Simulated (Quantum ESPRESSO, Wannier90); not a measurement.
## Tight-binding from DFT: PbI2 (CdI2 type)

```
begin unit_cell_cart
ang
    4.6126901213    0.0000000000    0.0000000000
   -2.3063450607    3.9947068249    0.0000000000
    0.0000000000    0.0000000000    7.2570300000
end unit_cell_cart
begin atoms_frac
Pb   0.0000000000  0.0000000000  0.0000000000
I   -0.3333333333  0.3333333333 -0.2590500000
I    0.3333333333 -0.3333333333  0.2590500000
end atoms_frac
```

Cell from Materials Project (mp-22893), symmetrised, no further relaxation. COD (Crystallography Open Database) has the formula in 4 space groups, this one among them (matched by group alone). Level: PBEsol, no spin polarisation, no spin-orbit coupling; pw.x of Quantum ESPRESSO at 56 Ry with PseudoDojo potentials, 12×12×4 k-points, Wannier90. Density: 12×12×4 mesh, cold smearing 0.01 Ry. Spin-orbit coupling is left out although heavy elements are present.

Band 8 is isolated and gives one Wannier function a cell (Pb1 6s 80 %, I2 5p 7 %, I3 5p 7 %; spread 3.45 Å²). Its on-site energy is ε = -7.111 eV relative to the valence-band maximum, and its hoppings t(R) = t(−R) to the nearer images are (images within this range that aren't listed have |t| under 5 meV):

```csv
R (lattice vectors; −R alike),distance (Å),t (eV)
0 1 0,4.61,0.070
1 0 0,4.61,0.070
1 1 0,4.61,0.070
```

Problem. Work out the band energy at Γ, M, K, A from these numbers.

Solution. For one orbital E(k) = ε + Σ_R 2 t(R) cos(2π k·R), the sum over the listed R.
- Γ, k = (0.000, 0.000, 0.000): E = -7.111 + (0.070)·(6.00) = -6.69 eV; pw.x: -6.79 eV
- M, k = (0.500, 0.000, 0.000): E = -7.111 + (0.070)·(-2.00) = -7.25 eV; pw.x: -7.26 eV
- K, k = (0.333, 0.333, 0.000): E = -7.111 + (0.070)·(-3.00) = -7.32 eV; pw.x: -7.33 eV
- A, k = (0.000, 0.000, 0.500): E = -7.111 + (0.070)·(6.00) = -6.69 eV; pw.x: -6.67 eV

At these points the listed shells miss the plane-wave band by up to 0.10 eV, of a width of 0.66 eV on the path. With all its hoppings the model misses the band by 0.1 meV at worst on the whole path, so most of the miss comes from the hoppings not listed.
